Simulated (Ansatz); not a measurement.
Consider the following.

Yb (fcc, Cu type), conventional cell a = b = c = 5.223 Å, α = β = γ = 90.00°. The calculation uses the primitive cell of 1 atom, to which meshes and values per cell refer.

E(V) scan at fixed shape, V₀ the volume above. Symmetry pins the atoms to their sites.

All values below come from PBE (plane waves to 420 eV, PAW, scalar-relativistic; Ansatz, a program for electronic structure). k mesh 15×15×15 (Γ-centred), Fermi-Dirac smearing 0.05 eV. Energies are smeared free energies. Compression counts positive. The PAW data are Ansatz's earlier set. The relaxed volume of Yb is well below the measured one. Yb is run without spin polarisation. Yb was relaxed with its symmetry unable to fall. The f-shell state is unchecked: a lower one may exist. The zero of ΔE is the relaxed starting cell.

The scan covers V/V₀ from 0.900 to 1.100 in 9 points.

### Question
What bulk modulus B₀ follows from a third-order Birch-Murnaghan fit?

### Answer
19.1 GPa.

### Question
What is the fitted pressure derivative B₀′?

### Answer
3.3.

(A scan under strain: stresses follow from slopes of the energy per volume, elastic moduli from its curvatures.)
